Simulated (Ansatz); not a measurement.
Input:

TaO3:
```yaml
crystal:
  lattice:
    - [3.92749, 0.00000, 0.00000]
    - [0.00000, 3.92749, 0.00000]
    - [0.00000, 0.00000, 3.92749]
  atoms:
    - { symbol: Ta, position: [0.50000, 0.50000, 0.50000] }
    - { symbol: O, position: [0.00000, 0.50000, 0.50000] }
    - { symbol: O, position: [0.50000, 0.00000, 0.50000] }
    - { symbol: O, position: [0.50000, 0.50000, 0.00000] }
```
The run is spin-polarised; directions of the spins, atom by atom: 0 ↑ ↑ ↑.

This is the r²SCAN-relaxed structure.

### Question
All from plane-wave PAW r²SCAN (Ansatz code), unless another level is named. Predict the electronic character.

### Answer
metallic (no gap).

### Question
Give the formation energy from the elements (no fitted shifts).

### Answer
-2.37 eV/atom.

### Question
Next, the density of states at the Fermi level?

### Answer
0.40 states/eV per atom (mean over ±0.08 eV).

Space group Pm-3m (ReO3 type). The workflow started from a Materials Project entry (that database holds measured and hypothetical structures alike); the Crystallography Open Database copy checked does not list it. Whether it is the stable phase at ambient conditions was not checked. Symmetry was held in the r²SCAN relaxation, as lowered by the spin order; its stability against distortions is not shown here. The final state is ferrimagnetic, the only order run, not a proven ground state. The cell computed holds one magnetic atom, so no antiferromagnetic order was within reach. Other orbital occupations within this spin state were not tried. No Hubbard U is applied. The references are the lowest solids computed at this level, not always the standard phases (solids in place of the gases). Spin–orbit coupling is left out wherever it is not named.

Potentials: the later of the program's two PAW sets.
